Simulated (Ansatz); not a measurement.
NaYTaP3O12: 23Na NMR of the central transition

Cell: a Materials Project structure (computed, not necessarily an observed phase).

```
Na Y Ta P O
1.0
     4.49275    2.59389    7.74095
    -4.49275    2.59389    7.74095
     0.00000   -5.18778    7.74095
Na Y Ta P O
2 2 2 6 24
Direct
  0.50310 0.50310 0.50310
  0.00310 0.00310 0.00310
  0.64571 0.64571 0.64571
  0.14571 0.14571 0.14571
  0.35244 0.35244 0.35244
  0.85244 0.85244 0.85244
  0.04813 0.46469 0.73583
  0.73583 0.04813 0.46469
  0.46469 0.73583 0.04813
  0.23583 0.96469 0.54813
  0.54813 0.23583 0.96469
  0.96469 0.54813 0.23583
  0.89079 0.49075 0.70754
  0.70754 0.89079 0.49075
  0.49075 0.70754 0.89079
  0.20754 0.99075 0.39079
  0.39079 0.20754 0.99075
  0.99075 0.39079 0.20754
  0.13741 0.50388 0.27123
  0.27123 0.13741 0.50388
  0.50388 0.27123 0.13741
  0.77123 0.00388 0.63741
  0.63741 0.77123 0.00388
  0.00388 0.63741 0.77123
  0.78985 0.58987 0.39014
  0.39014 0.78985 0.58987
  0.58987 0.39014 0.78985
  0.89014 0.08987 0.28985
  0.28985 0.89014 0.08987
  0.08987 0.28985 0.89014
  0.21982 0.45220 0.55659
  0.55659 0.21982 0.45220
  0.45220 0.55659 0.21982
  0.05659 0.95220 0.71982
  0.71982 0.05659 0.95220
  0.95220 0.71982 0.05659
```

Atom numbers follow the list; atoms alike are taken as one site, whose name carries the number of the first.

The numbers come from a DFT calculation in Ansatz (r2SCAN, plane waves and PAW, scalar-relativistic, 500 eV cutoff, Γ-centred 3×3×3 k-points, Fermi–Dirac smearing 0.02 eV).

23Na has I = 3/2 and Q = 104.0 mb (Pyykkö 2018); at 11.7 T its Larmor frequency is ν₀ = 131.8 MHz. Only the quadrupole interaction is simulated: positions count from each site's isotropic chemical shift, and J coupling is left out, as are shift anisotropy and dipolar coupling, which fast spinning averages.

**Question.** Simulate the second-order pattern (fast magic-angle spinning, Gaussian broadening 0.02 kHz) of site Na (6 O at 2.67–2.70 Å).

**Answer.** The calculation gives C_Q = -1.37 MHz and η = 0.00, so ν_Q = 0.684 MHz and the centre of gravity lies at -2.69 ppm (-0.355 kHz).

(offset (kHz), height): (-0.9248, 0), (-0.9030, 0), (-0.8813, 3), (-0.8596, 4), (-0.8379, 4), (-0.8162, 4), (-0.7944, 5), (-0.7727, 5), (-0.7510, 5), (-0.7293, 5), (-0.7075, 5), (-0.6858, 5), (-0.6641, 5), (-0.6424, 5), (-0.6207, 6), (-0.5989, 6), (-0.5772, 9), (-0.5555, 68), (-0.5338, 69), (-0.5121, 47), (-0.4903, 40), (-0.4686, 36), (-0.4469, 35), (-0.4252, 32), (-0.4034, 32), (-0.3817, 32), (-0.3600, 31), (-0.3383, 31), (-0.3166, 32), (-0.2948, 33), (-0.2731, 34), (-0.2514, 36), (-0.2297, 39), (-0.2080, 42), (-0.1862, 49), (-0.1645, 61), (-0.1428, 100), (-0.1211, 66), (-0.0993, 1), (-0.0776, 0)

An axis of threefold or higher order runs through Na, so V_zz lies along it and η is zero.

At this cell the principal stresses reach 5 GPa in size with r2SCAN, which can matter for small gradients. The largest force is 0.4 eV/Å, so the atoms aren't at the calculated equilibrium and relaxing them would move these values.

The run took 3.8 min of wall time (3.8 min of CPU time) and 2.4 GiB at its peak, on 1 thread of Arm Neoverse V1 (aarch64; 8 cores open to the job, memory cap 2.5 GiB, no GPU), a shared host with a load of 0.6 a core.
